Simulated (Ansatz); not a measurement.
Rb2YAgF6 in space group Fm-3m (No. 225; Rb on 8c, Y on 4b, Ag on 4a, F on 24e), the program Ansatz at the r²SCAN level (PAW). The conduction-band minimum lies at Γ, with 1 equivalent valley. Second derivatives d²E/dk² of the lowest band at one valley (eV·Å²), along Cartesian directions:

| direction | d²E/dk² |
|---|---|
| [100] | 14.09 |
| [010] | 14.09 |
| [001] | 14.09 |
| [110] | 14.09 |
| [101] | 14.09 |
| [011] | 14.09 |

Q: Find the principal effective masses, the density-of-states mass and the conductivity mass.

A: Off-diagonal terms follow from H_xy = H[110] − (H_xx + H_yy)/2, and m*/mₑ = 7.620 eV·Å² over each eigenvalue: 0.54, 0.54, 0.54. One valley's DOS mass (m₁m₂m₃)^(1/3) = 0.54, conductivity mass 3/(Σ 1/mᵢ) = 0.54 mₑ.

Q: What effective density of states Nc follows at 300 K for parabolic valleys?

A: Nc = 2.509e19 × 1 × (0.54)^(3/2) ≈ 1.0e19 cm⁻³.

The workflow started from a Materials Project entry (that database holds measured and hypothetical structures alike); the Crystallography Open Database copy checked does not list it. Whether it is the stable phase at ambient conditions was not checked. The cell was relaxed with r²SCAN under the symmetry of its start; its stability against distortions is not shown here. The run is not spin-polarised. Spin–orbit coupling is left out wherever it is not named.

Potentials: the later of the program's two PAW sets.

Edges and masses are those of Kohn–Sham bands, whose gap is no quasiparticle gap.
